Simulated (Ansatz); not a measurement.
YAl₂Si₂:
Space group P-3m1 (No. 164); a = b = 4.1768 Å, c = 6.4917 Å, α = β = 90.00°, γ = 120.00°

| atom | site | symmetry | x | y | z |
|---|---|---|---|---|---|
| Si | 2d | 3m. | 0.3333 | 0.6667 | 0.2575 |
| Al | 2d | 3m. | 0.6667 | 0.3333 | 0.3547 |
| Y | 1a | -3m. | 0.0000 | 0.0000 | 0.0000 |

Relaxed with PBEsol.

Task: Which orbitals make up the states near the Fermi level in PBEsol (plane waves, PAW; program Ansatz)?

Result: Within 0.5 eV of the Fermi level: Y 4d 42 %, Al 3p 18 %, Si 3p 15 %, Al 3s 13 %, outside the projected shells 6 %. Projections are on Löwdin-orthogonalised atomic valence shells; empty p or d shells of many metals are not among them.

Task: Tabulate the density of states.

Result: States/eV per cell of 5 atoms, in 0.25 eV bins, energy from the Fermi level.

| E (eV) | total | Si 3p | Y 4d | Al 3p |
|---|---|---|---|---|
| -7.85 | 0.00 | 0.00 | 0.00 | 0.00 |
| -7.60 | 0.00 | 0.00 | 0.00 | 0.00 |
| -7.35 | 0.00 | 0.00 | 0.00 | 0.00 |
| -7.10 | 0.00 | 0.00 | 0.00 | 0.00 |
| -6.85 | 0.00 | 0.00 | 0.00 | 0.00 |
| -6.60 | 0.02 | 0.01 | 0.00 | 0.00 |
| -6.35 | 1.48 | 0.64 | 0.14 | 0.15 |
| -6.10 | 2.22 | 0.96 | 0.20 | 0.21 |
| -5.85 | 1.47 | 0.62 | 0.15 | 0.15 |
| -5.60 | 1.58 | 0.66 | 0.17 | 0.18 |
| -5.35 | 1.73 | 0.73 | 0.19 | 0.23 |
| -5.10 | 1.80 | 0.76 | 0.20 | 0.26 |
| -4.85 | 1.73 | 0.73 | 0.19 | 0.29 |
| -4.60 | 1.99 | 0.84 | 0.21 | 0.42 |
| -4.35 | 1.49 | 0.63 | 0.14 | 0.41 |
| -4.10 | 1.42 | 0.61 | 0.12 | 0.44 |
| -3.85 | 1.69 | 0.76 | 0.14 | 0.54 |
| -3.60 | 2.41 | 1.10 | 0.24 | 0.80 |
| -3.35 | 3.24 | 1.55 | 0.34 | 1.06 |
| -3.10 | 3.16 | 1.54 | 0.38 | 0.98 |
| -2.85 | 3.11 | 1.51 | 0.50 | 0.89 |
| -2.60 | 3.18 | 1.65 | 0.53 | 0.84 |
| -2.35 | 2.94 | 1.57 | 0.58 | 0.65 |
| -2.10 | 2.90 | 1.60 | 0.64 | 0.53 |
| -1.85 | 3.30 | 1.91 | 0.75 | 0.49 |
| -1.60 | 2.26 | 1.34 | 0.51 | 0.31 |
| -1.35 | 1.42 | 0.87 | 0.30 | 0.18 |
| -1.10 | 0.97 | 0.50 | 0.22 | 0.12 |
| -0.85 | 1.04 | 0.39 | 0.29 | 0.16 |
| -0.60 | 1.04 | 0.32 | 0.33 | 0.17 |
| -0.35 | 1.06 | 0.24 | 0.39 | 0.19 |
| -0.10 | 1.44 | 0.24 | 0.60 | 0.25 |
| 0.15 | 2.08 | 0.25 | 0.96 | 0.37 |
| 0.40 | 1.38 | 0.17 | 0.57 | 0.29 |
| 0.65 | 1.67 | 0.24 | 0.61 | 0.36 |
| 0.90 | 3.27 | 0.53 | 1.19 | 0.67 |
| 1.15 | 2.73 | 0.34 | 0.88 | 0.64 |
| 1.40 | 3.55 | 0.45 | 1.21 | 0.84 |
| 1.65 | 3.66 | 0.50 | 1.22 | 0.80 |
| 1.90 | 3.89 | 0.46 | 1.45 | 0.86 |
| 2.15 | 4.02 | 0.47 | 1.49 | 0.84 |
| 2.40 | 4.15 | 0.51 | 1.51 | 0.85 |
| 2.65 | 3.50 | 0.45 | 1.25 | 0.75 |
| 2.90 | 3.99 | 0.49 | 1.61 | 0.74 |
| 3.15 | 4.96 | 0.61 | 2.35 | 0.73 |
| 3.40 | 4.15 | 0.62 | 1.85 | 0.60 |
| 3.65 | 4.15 | 0.71 | 1.33 | 0.73 |
| 3.90 | 2.94 | 0.53 | 0.69 | 0.65 |
| 4.15 | 2.44 | 0.39 | 0.49 | 0.68 |
| 4.40 | 2.43 | 0.38 | 0.46 | 0.71 |

The workflow started from an entry of the Crystallography Open Database (COD). Its standing as an ambient phase is unchecked. The cell was relaxed with PBEsol under the symmetry of its start; whether a distortion lowers the energy is not shown. No spin polarisation was allowed. Scalar-relativistic: spin–orbit coupling is off unless named, which matters more the heavier the elements.

Potentials: the later of the program's two PAW sets.
